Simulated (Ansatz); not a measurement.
**ScSi$_{2}$: frozen-core PAW against all-electron methods**

```
Sc Si
1.0
     3.66000    0.00000    0.00000
    -1.83000    3.16965    0.00000
     0.00000    0.00000    3.87000
Sc Si
1 2
Direct
  0.00000 0.00000 0.00000
  0.33333 0.66667 0.50000
  0.66667 0.33333 0.50000
```

Atoms are numbered in the order listed.

The cell comes from COD entry 1538810, which wasn't checked; take it as a given geometry.

Spin polarisation is left out, and whether a magnetic state lies lower isn't shown here.

All numbers are computed: DFT, PBE, PAW with Ansatz's default frozen-core files, scalar-relativistic (Ansatz 0.2.0); DFT, PBE, all-electron LAPW, scalar-relativistic (Ansatz 0.2.0).

For PAW: a Γ-centred 13×13×11 k mesh, Fermi–Dirac smearing of 0.05 eV, cutoff 420 eV, no spin polarisation. LAPW targets a basis error of 1 meV/atom. The Ansatz runs share mesh, smearing and spin set-up. Plane-wave (PAW) pressures include the program's estimate of the Pulay term.

Stress and pressure are positive in compression.

Levels count from the Fermi level.

PAW results:

```
                      quantity     PAW
                pressure (GPa)   25.33
               stress xx (GPa)   37.51
               stress zz (GPa)    0.96
highest filled level at K (eV)  -2.203
  lowest empty level at K (eV)   0.772
highest filled level at A (eV)  -1.101
  lowest empty level at A (eV)   0.327
highest filled level at L (eV)  -0.322
  lowest empty level at L (eV)   2.007
```

(1) What does full-potential LAPW give for the same quantities?

Results:

(1) 
```
                      quantity    LAPW
                pressure (GPa)   25.23
               stress xx (GPa)   37.38
               stress zz (GPa)    0.93
highest filled level at K (eV)  -2.205
  lowest empty level at K (eV)   0.772
highest filled level at A (eV)  -1.100
  lowest empty level at A (eV)   0.328
highest filled level at L (eV)  -0.323
  lowest empty level at L (eV)   2.008
```
